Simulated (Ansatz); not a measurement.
LiC$_{8}$:
```xyz
9
Lattice="4.9696 0.0000 0.0000 -2.4848 4.3038 0.0000 0.0000 0.0000 3.6055" Properties=species:S:1:pos:R:3 pbc="T T T"
C      0.0000     1.4429     0.0000
C     -1.2353     3.5824     0.0000
C      2.4848     1.4346     0.0000
C      1.2353     3.5824     0.0000
C      1.2496     0.7214     0.0000
C      0.0000     2.8692     0.0000
C      3.7201     0.7214     0.0000
C      2.4848     2.8610     0.0000
Li     0.0000     0.0000     1.8028
```

Relaxed with PBE+D3(BJ). Special points in fractions of this cell's reciprocal vectors: Γ (0.000, 0.000, 0.000); M (0.500, 0.000, 0.000); K (0.333, 0.333, 0.000); A (0.000, 0.000, 0.500); L (0.500, 0.000, 0.500); H (0.333, 0.333, 0.500).

Q: List the band energies nearest the Fermi level at these points for PBE+D3(BJ) in the plane-wave PAW code Ansatz.

A: In eV from the Fermi level; about four levels below and three above (degenerate sets whole), none deeper than 8.9 eV; points with the same levels are listed once.

```json
[
 {"k": "Γ", "below": "-4.21 -4.21 -3.42 -3.42 -2.95", "above": "0.46 0.89 0.89"},
 {"k": "M", "below": "-6.23 -6.19 -3.71 -3.49", "above": "1.72 1.83 3.12"},
 {"k": "K", "below": "-5.92 -5.92 -0.96 -0.96", "above": "3.69 3.69 4.59"},
 {"k": "A", "below": "-3.94 -0.50 -0.50 -0.17", "above": "5.71 5.91 5.91"},
 {"k": "L", "below": "-6.19 -6.16 -5.19 -4.53", "above": "0.70 0.79 5.26"},
 {"k": "H", "below": "-7.39 -7.39 -2.11 -2.11", "above": "4.35 4.35 4.51"}
]
```

Space group P6/mmm. The cell is a constructed one: a structure type filled with these elements; neither database checked (COD, Materials Project) lists it. Its standing as an ambient phase is unchecked. The cell was relaxed with PBE+D3(BJ) under the symmetry of its start; whether a distortion lowers the energy is not shown.

Potentials: the later of the program's two PAW sets.
